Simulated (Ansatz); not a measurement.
Values for one crystal, relaxed and computed with the program Ansatz at the PBE level (PAW); other levels are named.

- Volume per atom = 37.69 Å³
- Band gap = 4.31 eV (direct)
- Conduction-band minimum = at Γ
- Valence-band maximum = at Γ
- Formation energy from the elements (no fitted shifts) = -1.77 eV/atom

Which of these materials gives this?
A. RbBr, rock salt
B. TlBr, zinc blende
C. SrTe, rock salt
D. KBr, rock salt

D, KBr, rock salt

Space group Fm-3m (rock salt). Symmetry was held in the PBE relaxation. The references are the lowest solids computed at this level, not always the standard phases. Scalar-relativistic: spin–orbit coupling is off unless named, which matters more the heavier the elements.

Potentials: the later of the program's two PAW sets.
